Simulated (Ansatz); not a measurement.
Space group P-4m2 (No. 115). a = 6.887 Å, b = 6.887 Å, c = 6.400 Å, α = 90.00°, β = 90.00°, γ = 90.00°
```tsv
atom	site	symmetry	x	y	z
Si	4j	.m.	0.2692	0.0000	0.1193
Si	1d	-4m2	0.0000	0.0000	0.5000
O	4j	.m.	0.1919	0.0000	0.3566
O	4h	..2	0.1914	0.1914	0.0000
O	2g	2mm.	0.5000	0.0000	0.1207
```

Equation of state of this SiO$_{2}$ structure (not necessarily the ground state), with shape and atoms relaxed at each volume where symmetry leaves them free. These are results of Ansatz, DFT LDA, scalar-relativistic, plane waves, PAW, not measurements.

Cutoff 420 eV; k points 4×4×4 on the computed 15-atom cell (Γ-centred); Gaussian smearing, width 0.02 eV; no spin polarisation.

```json
{"V (Å³/atom)": "17.809", "E − E(largest V) (meV/atom)": "38.24", "P (GPa)": "11.65", "gap on mesh (eV)": "5.44"}
{"V (Å³/atom)": "18.416", "E − E(largest V) (meV/atom)": "-0.85", "P (GPa)": "8.89", "gap on mesh (eV)": "5.60"}
{"V (Å³/atom)": "19.024", "E − E(largest V) (meV/atom)": "-28.65", "P (GPa)": "5.79", "gap on mesh (eV)": "5.67"}
{"V (Å³/atom)": "19.631", "E − E(largest V) (meV/atom)": "-44.79", "P (GPa)": "2.78", "gap on mesh (eV)": "5.68"}
{"V (Å³/atom)": "20.238", "E − E(largest V) (meV/atom)": "-49.95", "P (GPa)": "0.00", "gap on mesh (eV)": "5.64"}
{"V (Å³/atom)": "20.845", "E − E(largest V) (meV/atom)": "-45.11", "P (GPa)": "-2.53", "gap on mesh (eV)": "5.56"}
{"V (Å³/atom)": "21.452", "E − E(largest V) (meV/atom)": "-31.11", "P (GPa)": "-4.80", "gap on mesh (eV)": "5.44"}
{"V (Å³/atom)": "22.262", "E − E(largest V) (meV/atom)": "0.00", "P (GPa)": "-7.44", "gap on mesh (eV)": "5.23"}
```

Fit a third-order Birch–Murnaghan equation to E(V).

V0 = 20.25 Å³/atom, B0 = 87 GPa, B0' = 1.6.

The gaps are read on the mesh, which can miss the band edges, so they can be too wide.

This form isn't the usual stable structure of the compound.

Cost: 8 runs of about 22 core-minutes in all, on Arm Neoverse V2 (shared hosts).